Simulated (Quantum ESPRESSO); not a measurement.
## Kohn-Sham bands of KBr (rock salt)

```yaml
crystal:
  lattice:
    - [0.00000, 3.29454, 3.29454]
    - [3.29454, 0.00000, 3.29454]
    - [3.29454, 3.29454, 0.00000]
  atoms:
    - { symbol: K, position: [0.00000, 0.00000, 0.00000] }
    - { symbol: Br, position: [0.50000, 0.50000, 0.50000] }
```

Structure: Materials Project mp-23251, symmetrised, not relaxed again. COD (Crystallography Open Database) has an entry of this formula and space group (matched by these alone). Level: PBE, no spin polarisation, no spin-orbit coupling; pw.x of Quantum ESPRESSO at 60 Ry with PseudoDojo potentials, 8×8×8 k-points, Wannier90. Density: 8×8×8 mesh, cold smearing 0.01 Ry. Spin-orbit coupling, left out, would split the p-like bands by a few tenths of an eV.

Problem. List the Kohn-Sham levels between −8 and 7.4 eV relative to the valence-band maximum at the high-symmetry points, as a band run of pw.x on that density gives them (levels within 2 meV counted together).

Solution. 
```csv
point,k (reciprocal lattice),levels (eV)
Γ,0.000 0.000 0.000,"0.00 (×3), 4.45"
X,0.500 0.000 0.500,"-0.82, -0.29 (×2), 5.86, 7.22"
U,0.625 0.250 0.625,"-0.70, -0.65, -0.33, 6.60"
K,0.375 0.375 0.750,"-0.70, -0.65, -0.33, 6.60"
L,0.500 0.500 0.500,"-1.19, -0.34 (×2), 6.60"
W,0.500 0.250 0.750,"-0.59 (×2), -0.54, 7.39 (×2)"
```
